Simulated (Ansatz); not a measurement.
Values for one crystal, relaxed and computed with plane-wave PAW r²SCAN (Ansatz code); other levels are named.

```yaml
volume_per_atom: 7.65 Å³
band_gap: 6.75 eV (direct)
Formation energy from the elements (no fitted shifts): -2.79 eV/atom
hole_effective_mass: 0.40, 3.9, 4.9 mₑ (principal values)
Pressure derivative B′: 4.3
Elastic constants (relaxed ions, GPa): C11 = 578, C22 = 626, C33 = 701, C12 = 182, C13 = 175, C23 = 177, C44 = 220, C55 = 247, C66 = 266
mechanical_stability: stable (all eigenvalues of C positive)
```

Q: Which compound is it?
A. SiO2, Pbcn (Si on 4c, O on 8d)
B. ZnS, 4H polytype
C. ZnS, P3m1 (Pearson symbol hP16)
D. HgTe, P3_121 (Hg on 3a, Te on 3b)

A: A, SiO2, Pbcn (Si on 4c, O on 8d)

The workflow started from a Materials Project entry (that database holds measured and hypothetical structures alike); the Crystallography Open Database copy checked does not list it. It is not the phase usual at ambient conditions (space group No. 92, 152, 154). The r²SCAN relaxation kept the symmetry of its start; of distortions, only those at the zone centre were tested. The references are the lowest solids computed at this level, not always the standard phases (solids in place of the gases).

Potentials: the later of the program's two PAW sets.
